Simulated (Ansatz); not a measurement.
Property card for GaN

GaN:
```
CELL_PARAMETERS angstrom
      0.00000     2.10502     2.10502
      2.10502     0.00000     2.10502
      2.10502     2.10502     0.00000
ATOMIC_POSITIONS crystal
  Ga 0.00000 0.00000 0.00000
  N  0.50000 0.50000 0.50000
```

Space group Fm-3m (No. 225), rock salt; conventional cell a = b = c = 4.210 Å, α = β = γ = 90.00°.

Method: HSE06 (plane waves, PAW; program Ansatz). Structure relaxed to zero pressure with the same functional. Other levels are named where they apply.

**Cell and energy**

* **Volume per atom**: 9.33 Å³
* **Density**: 7.45 g/cm³

**Electronic structure**

- Band gap: 1.94 eV (indirect)
- Valence-band maximum: on the K–Γ line, 53 % of the way from K
- Conduction-band minimum: at X (3 equivalent valleys)
- Smallest direct gap on the standard path: 4.22 eV
- Gap with spin–orbit coupling: 1.94 eV (at the special points and the edges found without it)

**Mechanics**

* **Bulk modulus (Birch–Murnaghan fit)**: 250 GPa
* **Pressure derivative B′**: 4.4

**Charges**

* **Bader charges**: Ga +1.78, N -1.78 e

This is a known high-pressure phase of the composition, computed here at zero pressure and temperature. The HSE06 relaxation kept the symmetry of its start; its stability against distortions is not shown here. The hybrid was solved on a coarse mesh, the path and, where they were found, the r²SCAN edge points; its band edges are the extreme levels among these. Spin–orbit coupling is left out wherever it is not named.

Potentials: the earlier of the program's two PAW sets.
